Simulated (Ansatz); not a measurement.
Mg$_{3}$CdO$_{4}$ in space group Pm-3m (No. 221; Mg on 3c, Cd on 1a, O on 3d, O on 1b), PBEsol (plane waves, PAW; program Ansatz). The conduction-band minimum lies at Γ, with 1 equivalent valley. Second derivatives d²E/dk² of the lowest band at one valley (eV·Å²), along Cartesian directions:

| direction | d²E/dk² |
|---|---|
| [100] | 29.97 |
| [010] | 29.97 |
| [001] | 29.97 |
| [110] | 29.97 |
| [101] | 29.97 |
| [011] | 29.97 |

Problem. Find the principal effective masses, the density-of-states mass and the conductivity mass.

Solution. Off-diagonal terms follow from H_xy = H[110] − (H_xx + H_yy)/2, and m*/mₑ = 7.620 eV·Å² over each eigenvalue: 0.25, 0.25, 0.25. One valley's DOS mass (m₁m₂m₃)^(1/3) = 0.25, conductivity mass 3/(Σ 1/mᵢ) = 0.25 mₑ.

Problem. What effective density of states Nc follows at 300 K for parabolic valleys?

Solution. Nc = 2.509e19 × 1 × (0.25)^(3/2) ≈ 3.1e18 cm⁻³.

Problem. With the computed static dielectric constant 18.1 (mean of the diagonal), estimate a hydrogenic donor's binding energy and radius.

Solution. E = 13.606 eV × 0.25/18.1² ≈ 10 meV; a = 0.529 Å × ε/m* ≈ 38 Å. Semilocal masses tend to be too small where the gap is.

The first step of the workflow began from a Materials Project structure, measured or hypothetical; the Crystallography Open Database copy checked does not list it. With Mg and Cd taken as one species the cell has the higher symmetry Fm-3m, so it may be an ordered model of a mixed-site phase. Whether it is the stable phase at ambient conditions was not checked. The PBEsol relaxation kept the symmetry of its start; of distortions, only those at the zone centre were tested. Spin–orbit coupling is left out wherever it is not named.

Potentials: the later of the program's two PAW sets.
